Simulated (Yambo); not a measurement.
Yambo run on RbScMo2O8 (space group P-3m1, No. 164). The wavefunctions are PBEsol (pw.x of Quantum ESPRESSO, ONCV potentials, no spin-orbit coupling) ones on a 3×3×2 mesh (48 occupied bands); a = 5.9060 Å, b = 5.9060 Å, c = 7.8040 Å, α = 90.00°, β = 90.00°, γ = 120.00°.

Yambo input:

```
rim_cut
gw0
dyson
el_el_corr
HF_and_locXC
ppa
em1d
RandQpts= 1000000
RandGvec= 1 Ry
EXXRLvcs= 84 Ry
VXCRLvcs= 336 Ry
Chimod= "HARTREE"
% BndsRnXp
 4 | 260 |
%
NGsBlkXp= 6 Ry
% LongDrXp
 1.0 | 1.0 | 1.0 |
%
PPAPntXp= 55 eV
% GbndRnge
 1 | 260 |
%
GTermKind= "BG"
DysSolver= "n"
ExtendOut
% QPkrange
 1 | 1 | 48 | 49 |
%
```

k points by index: 1 = Γ.

Table of the .qp output:

```
#    K-point    Band    Eo [eV]    E [eV]    E-Eo [eV]    Vxc [eV]    Vnlxc [eV]    Sc|Eo [eV]    Sc|E [eV]    dSc/dw|Eo [eV]    Re(Z)    Im(Z)
#
    1    48    0.000000    -0.821317    -0.821317    -19.42665    -24.49160    4.023436    4.243630    -7.294198    0.788606    -0.001359
    1    49    3.445674    5.177623    1.731948    -17.81788    -12.09109    -3.635043    -3.994841    -5.652619    0.827998    -0.001096
```
(The two width columns are left out.) Convergence of these settings isn't established.

Geometry of the Materials Project entry, not relaxed at this level.

The structure is a Materials Project entry; no match was found in the copy of COD used, and its stability was not checked.
